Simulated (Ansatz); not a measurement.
Polymorphs of AlSiCN, each relaxed with the program Ansatz at the PBEsol level (PAW):

A: P3m1
a = b = 3.1258 Å, c = 9.9726 Å, α = β = 90.00°, γ = 120.00°

| atom | site | symmetry | x | y | z |
|---|---|---|---|---|---|
| Al | 1b | 3m. | 0.3333 | 0.6667 | 0.9958 |
| N | 1b | 3m. | 0.3333 | 0.6667 | 0.1975 |
| Al | 1c | 3m. | 0.6667 | 0.3333 | 0.2356 |
| N | 1c | 3m. | 0.6667 | 0.3333 | 0.4403 |
| Si | 1b | 3m. | 0.3333 | 0.6667 | 0.5039 |
| C | 1b | 3m. | 0.3333 | 0.6667 | 0.6850 |
| Si | 1c | 3m. | 0.6667 | 0.3333 | 0.7576 |
| C | 1c | 3m. | 0.6667 | 0.3333 | 0.9369 |

B: P3m1
a = 3.110 Å, b = 3.110 Å, c = 20.061 Å, α = 90.00°, β = 90.00°, γ = 120.00°

```csv
atom,site,symmetry,x,y,z
Al,1b,3m.,0.3333,0.6667,0.0021
N,1b,3m.,0.3333,0.6667,0.1001
Al,1c,3m.,0.6667,0.3333,0.1245
N,1c,3m.,0.6667,0.3333,0.2223
Al,1b,3m.,0.3333,0.6667,0.2466
N,1b,3m.,0.3333,0.6667,0.3446
Al,1c,3m.,0.6667,0.3333,0.3689
N,1c,3m.,0.6667,0.3333,0.4685
Si,1b,3m.,0.3333,0.6667,0.4991
C,1b,3m.,0.3333,0.6667,0.5905
Si,1c,3m.,0.6667,0.3333,0.6242
C,1c,3m.,0.6667,0.3333,0.7167
Si,1b,3m.,0.3333,0.6667,0.7502
C,1b,3m.,0.3333,0.6667,0.8427
Si,1c,3m.,0.6667,0.3333,0.8767
C,1c,3m.,0.6667,0.3333,0.9677
```

C: R3m
a = 3.114 Å, b = 3.114 Å, c = 15.222 Å, α = 90.00°, β = 90.00°, γ = 120.00°

```csv
atom,site,symmetry,x,y,z
Al,3a,3m,0.0000,0.0000,0.0049
N,3a,3m,0.0000,0.0000,0.8728
Si,3a,3m,0.0000,0.0000,0.4933
C,3a,3m,0.0000,0.0000,0.3789
```

Problem. Order them by energy per atom at 0 K (lowest first) at the level PBEsol.

Solution. B (+0 meV/atom), A (+123 meV/atom), C (+276 meV/atom)

Built on a structure type that need not be the filed one of that space group: A; B. Typed or built starts, not in the databases checked: C. Standing as an ambient phase not checked: A; B. All cells were relaxed under the symmetry of their starts (and spin orders); stability against distortions was not tested throughout.

Energies hold the estimated change up to a 700 eV cutoff; steps of a few meV lie near the error of the meshes.

Potentials: the earlier of the program's two PAW sets. The files were generated under PBE; for other functionals the program regenerates the frozen cores, and for LDA and PBEsol the local potential too.
